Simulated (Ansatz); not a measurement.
CoIrPt:
```
CoIrPt
1.0
    2.69321     0.00000     0.00000
   -1.34660     2.33239     0.00000
    0.00000     0.00000     6.57754
Co Pt Ir
1 1 1
Direct
  0.00000   0.00000   0.99519
  0.33333   0.66667   0.31906
  0.66667   0.33333   0.68575
```
The run is spin-polarised; directions of the spins, atom by atom: ↑ ↑ ↑.

Relaxed with r²SCAN. Special points in fractions of this cell's reciprocal vectors: Γ (0.000, 0.000, 0.000); M (0.500, 0.000, 0.000); K (0.333, 0.333, 0.000); A (0.000, 0.000, 0.500); L (0.500, 0.000, 0.500); H (0.333, 0.333, 0.500).

List the band energies nearest the Fermi level at these points for r²SCAN (plane waves, PAW; program Ansatz).

In eV from the Fermi level; about four levels below and three above (degenerate sets whole), none deeper than 8.9 eV; … stands for higher levels left out; points with the same levels are listed once.

```csv
k,below,above
Γ ↑,-1.37 -1.37 -0.32 -0.32,10.34 …
M ↑,-2.86 -2.37 -0.77 -0.38,0.20 1.54 1.74
K ↑,-2.29 -1.94 -1.34 -0.72,4.17 4.57 5.72
A ↑,-1.55 -1.55 -0.31 -0.08 -0.08,6.31 …
L ↑,-2.02 -1.00 -0.93 -0.41,0.18 1.53 2.05
H ↑,-2.44 -1.71 -0.71 -0.18,4.64 4.69 6.26
Γ ↓,-1.75 -1.75 -1.33 -0.52 -0.52,0.13 0.13 0.93 0.93
M ↓,-2.55 -1.96 -1.55 -1.43,0.55 0.80 1.24
K ↓,-2.64 -2.39 -1.93 -0.32,0.07 0.13 0.48
A ↓,-0.95 -0.95 -0.45 -0.02 -0.02,1.30 1.30 7.05
L ↓,-1.85 -0.85 -0.74 -0.55,0.55 0.63 0.89
H ↓,-2.71 -2.08 -0.53 -0.28,0.66 0.80 1.26
```

Space group P3m1. The start of the workflow was typed in or built on a structure type; neither database checked (COD, Materials Project) lists it. Its standing as an ambient phase is unchecked. Symmetry was held in the r²SCAN relaxation; whether a distortion lowers the energy is not shown. The final state is ferromagnetic, chosen from 3 collinear starts compared on coarse meshes (ties went to the first, and starts can fall back to one state), not a proven ground state. Other orbital occupations within this spin state were not tried. Scalar-relativistic: spin–orbit coupling is off unless named, which matters more the heavier the elements.

Potentials: the earlier of the program's two PAW sets.
